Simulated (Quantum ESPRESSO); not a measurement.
# Mo3WSe5S3: input and log of a self-consistent run

Simulated, not a measurement. The program is pw.x of Quantum ESPRESSO 7.5 (plane-wave density functional theory). The cell is made up: 12 atoms on a layered 2H lattice, with randomly drawn elements, strain and displacements, not relaxed. PseudoDojo standard norm-conserving files (v0.5 for PBE, v0.4.1 for LDA and PBEsol) set the functional; there is no spin polarisation, spin-orbit coupling or dispersion term, and the masses in the input are unused placeholders.

Input:

```
&control calculation='scf', pseudo_dir='./dojo.nc.sr.pbe.v0_5.standard.upf', outdir='./o', disk_io='low', tprnfor=.true., tstress=.true. /
&system ibrav=0, nat=12, ntyp=4, nbnd=83, ecutwfc=85.99341389, nosym=.true., tot_charge=0,
 occupations='smearing', smearing='fd', degauss=0.0018374661
/
&electrons conv_thr=7.350e-09, electron_maxstep=60, /
ATOMIC_SPECIES
Mo 1.0 Mo.upf
S 1.0 S.upf
Se 1.0 Se.upf
W 1.0 W.upf
CELL_PARAMETERS angstrom
3.2346 0.0 0.0
0.0 5.6026 0.0
0.0 0.0 12.9064
ATOMIC_POSITIONS angstrom
Mo 0.0105 1.8059 3.2357
Mo 1.6799 0.915 9.6923
Mo 1.5793 4.6226 3.2334
W 0.057 3.6987 9.6856
Se 0.0252 1.9482 8.0496
Se 0.0549 1.8707 11.2454
Se 1.5654 0.9151 1.622
S 1.6145 0.8738 4.8427
S 1.6279 4.72 8.0664
Se 1.5663 4.7396 11.297
Se 0.0211 3.6763 1.5994
S -0.0346 3.7615 4.8512
K_POINTS automatic
7 4 2 1 1 1
```

The log is shortened where brackets say so; the opening notice, blank lines, dates and the lines on written files are dropped, and the path of the files is cut. It prints rydbergs, bohrs and kilobars, and counts compression as positive stress. With no partly filled state, the Fermi energy that it prints is only some level between the filled and the empty states on the mesh, and need not lie in the true gap.

```
     Program PWSCF v.7.5
     Parallel version (MPI & OpenMP), running on       4 processor cores
     Number of MPI processes:                 4
     Threads/MPI process:                     1
     [start-up lines left out]
     bravais-lattice index     =            0
     lattice parameter (alat)  =       6.1125  a.u.
     unit-cell volume          =    1578.3813 (a.u.)^3
     number of atoms/cell      =           12
     number of atomic types    =            4
     number of electrons       =       154.00
     number of Kohn-Sham states=           83
     kinetic-energy cutoff     =      85.9934  Ry
     charge density cutoff     =     343.9737  Ry
     scf convergence threshold =      7.3E-09
     mixing beta               =       0.7000
     number of iterations used =            8  plain     mixing
     Exchange-correlation= PBE
                           (   1   4   3   4   0   0   0)
     [axes and pseudopotential details left out]
   Cartesian axes
     site n.     atom                  positions (alat units)
         1        Mo     tau(   1) = (   0.0032462   0.5583071   1.0003401  )
         2        Mo     tau(   2) = (   0.5193532   0.2828789   2.9964447  )
         3        Mo     tau(   3) = (   0.4882520   1.4291102   0.9996290  )
         4        W      tau(   4) = (   0.0176220   1.1434799   2.9943733  )
         5        Se     tau(   5) = (   0.0077908   0.6023001   2.4885921  )
         6        Se     tau(   6) = (   0.0169727   0.5783404   3.4765968  )
         7        Se     tau(   7) = (   0.4839547   0.2829098   0.5014530  )
         8        S      tau(   8) = (   0.4991344   0.2701416   1.4971558  )
         9        S      tau(   9) = (   0.5032771   1.4592222   2.4937859  )
        10        Se     tau(  10) = (   0.4842330   1.4652816   3.4925493  )
        11        Se     tau(  11) = (   0.0065232   1.1365548   0.4944661  )
        12        S      tau(  12) = (  -0.0106968   1.1628949   1.4997836  )
     number of k points=    28  Fermi-Dirac smearing, width (Ry)=  0.0018
                       cart. coord. in units 2pi/alat
        k(    1) = (   0.0714286   0.0721674   0.0626550), wk =   0.0714286
        k(    2) = (   0.0714286   0.0721674  -0.0626550), wk =   0.0714286
     [further k points left out]
     Dense  grid:   169969 G-vectors     FFT dimensions: (  40,  64, 144)
     Estimated max dynamical RAM per process >     525.01 MB
     Estimated total dynamical RAM >       1.93 GB
     Initial potential from superposition of free atoms
     starting charge     153.9947, renormalised to     154.0000
     Starting wfcs are   97 randomized atomic wfcs
     total cpu time spent up to now is       11.7 secs
     per-process dynamical memory:   375.2 Mb
     Self-consistent Calculation
     iteration #  1     ecut=    85.99 Ry     beta= 0.70
     Davidson diagonalization with overlap
     ethr =  1.00E-02,  avg # of iterations =  2.0
     Threshold (ethr) on eigenvalues was too large:
     Diagonalizing with lowered threshold
     Davidson diagonalization with overlap
     ethr =  8.02E-04,  avg # of iterations =  2.0
     total cpu time spent up to now is       57.8 secs
     total energy              =   -1851.60657259 Ry
     estimated scf accuracy    <       1.26521915 Ry
     iteration #  2     ecut=    85.99 Ry     beta= 0.70
     Davidson diagonalization with overlap
     ethr =  8.22E-04,  avg # of iterations = 11.0
     total cpu time spent up to now is       98.6 secs
     total energy              =   -1848.32591916 Ry
     estimated scf accuracy    <      39.58783885 Ry
     iteration #  3     ecut=    85.99 Ry     beta= 0.70
     Davidson diagonalization with overlap
     ethr =  8.22E-04,  avg # of iterations = 10.5
     total cpu time spent up to now is      136.7 secs
     total energy              =   -1849.42876668 Ry
     estimated scf accuracy    <      71.58544652 Ry
     iteration #  4     ecut=    85.99 Ry     beta= 0.70
     Davidson diagonalization with overlap
     ethr =  8.22E-04,  avg # of iterations = 12.7
     total cpu time spent up to now is      169.2 secs
     total energy              =   -1852.16862798 Ry
     estimated scf accuracy    <       1.16005190 Ry
     iteration #  5     ecut=    85.99 Ry     beta= 0.70
     Davidson diagonalization with overlap
     ethr =  7.53E-04,  avg # of iterations =  3.0
     total cpu time spent up to now is      192.3 secs
     total energy              =   -1852.26463261 Ry
     estimated scf accuracy    <       0.54845485 Ry
     [iterations 6 to 16 left out]
     iteration # 17     ecut=    85.99 Ry     beta= 0.70
     Davidson diagonalization with overlap
     ethr =  3.86E-10,  avg # of iterations =  2.8
     total cpu time spent up to now is      504.1 secs
     total energy              =   -1852.31965602 Ry
     estimated scf accuracy    <       0.00000012 Ry
     iteration # 18     ecut=    85.99 Ry     beta= 0.70
     Davidson diagonalization with overlap
     ethr =  8.02E-11,  avg # of iterations =  2.9
     total cpu time spent up to now is      526.9 secs
     total energy              =   -1852.31965603 Ry
     estimated scf accuracy    <       0.00000002 Ry
     iteration # 19     ecut=    85.99 Ry     beta= 0.70
     Davidson diagonalization with overlap
     ethr =  1.23E-11,  avg # of iterations =  5.9
     total cpu time spent up to now is      556.3 secs
     total energy              =   -1852.31965603 Ry
     estimated scf accuracy    <       0.00000005 Ry
     iteration # 20     ecut=    85.99 Ry     beta= 0.70
     Davidson diagonalization with overlap
     ethr =  1.23E-11,  avg # of iterations =  5.6
     total cpu time spent up to now is      580.2 secs
     total energy              =   -1852.31965604 Ry
     estimated scf accuracy    <          8.3E-09 Ry
     iteration # 21     ecut=    85.99 Ry     beta= 0.70
     Davidson diagonalization with overlap
     ethr =  5.39E-12,  avg # of iterations =  2.0
     total cpu time spent up to now is      601.5 secs
     End of self-consistent calculation
          k = 0.0714 0.0722 0.0627 ( 21206 PWs)   bands (ev):
   -62.1116 -49.1869 -49.1582 -48.9082 -35.8660 -35.8639 -35.8248 -35.8220
   -35.8103 -35.8052 -35.7827 -35.7815 -35.7812 -35.7697 -35.7676 -35.7443
   -35.7368 -35.7347 -35.7278 -35.7262 -35.6993 -35.6963 -35.6775 -35.6625
   -35.6452 -35.6434 -35.6023 -35.5985 -35.5789 -26.4154 -26.3645 -26.2517
   -23.4361 -23.3415 -23.2797 -23.2216 -23.1632 -23.1440 -23.0995 -23.0664
   -22.9657  -2.8797  -2.5441  -1.5250  -1.1890  -1.0502  -0.9246  -0.5878
    -0.3316   5.4974   5.8079   6.0343   6.3978   6.7985   6.9684   7.5554
     7.9319   8.6301   8.7732   8.8746   9.0386   9.0601   9.3820   9.4217
     9.6436   9.6772   9.9152  10.1073  10.1759  10.3435  10.3767  10.6290
    10.8182  11.1313  11.2926  11.6013  12.0002  13.7227  13.9933  14.0308
    14.1497  14.2900  14.3800
     [levels at the other k points left out]
     the Fermi energy is    12.6751 ev
!    total energy              =   -1852.31965604 Ry
     estimated scf accuracy    <          9.8E-10 Ry
     smearing contrib. (-TS)   =      -0.00000000 Ry
     internal energy E=F+TS    =   -1852.31965604 Ry
     The total energy is F=E-TS. E is the sum of the following terms:
     one-electron contribution =   -1215.29316674 Ry
     hartree contribution      =     660.94053066 Ry
     xc contribution           =    -356.51673943 Ry
     ewald contribution        =    -941.45028052 Ry
     convergence has been achieved in  21 iterations
     Forces acting on atoms (cartesian axes, Ry/au):
     atom    1 type  1   force =    -0.03294202    0.02766055    0.10739097
     atom    2 type  1   force =    -0.02294629    0.01773313   -0.09752426
     atom    3 type  1   force =     0.02653886    0.00870577    0.07797948
     atom    4 type  4   force =    -0.05360241    0.11634211   -0.06793193
     atom    5 type  3   force =     0.01472649   -0.05208032   -0.06013243
     atom    6 type  3   force =     0.00206850   -0.01025020    0.10631713
     atom    7 type  3   force =     0.02653295   -0.01716827   -0.05857906
     atom    8 type  2   force =     0.00127257    0.00615252   -0.03776938
     atom    9 type  2   force =     0.01465877   -0.02542003    0.04164142
     atom   10 type  3   force =     0.04442641   -0.04724150    0.07380980
     atom   11 type  3   force =    -0.02239936    0.00248775   -0.04099781
     atom   12 type  2   force =     0.00166552   -0.02692150   -0.04420394
     Total force =     0.304290     Total SCF correction =     0.000202
     Computing stress (Cartesian axis) and pressure
          total   stress  (Ry/bohr**3)                   (kbar)     P=       65.25
   0.00033167   0.00003990   0.00003067           48.79        5.87        4.51
   0.00003990   0.00045379   0.00003059            5.87       66.75        4.50
   0.00003067   0.00003059   0.00054527            4.51        4.50       80.21
     init_run     :     11.07s CPU     11.51s WALL (       1 calls)
     electrons    :    579.08s CPU    589.94s WALL (       1 calls)
     forces       :      4.14s CPU      4.21s WALL (       1 calls)
     stress       :     13.62s CPU     13.87s WALL (       1 calls)
     [timing details left out]
     PWSCF        :  10m 8.14s CPU  10m19.94s WALL
     JOB DONE.
```

In other units: free energy -25202.093 eV for the cell, pressure 6.53 GPa, largest force component 2.991 eV/Å. A rerun of this cell at a cutoff of 1467 eV and k mesh 9 x 6 x 4 moved values by no more than 0.003 eV in energy, 0.02 GPa in stress and 0.002 eV/Å in force.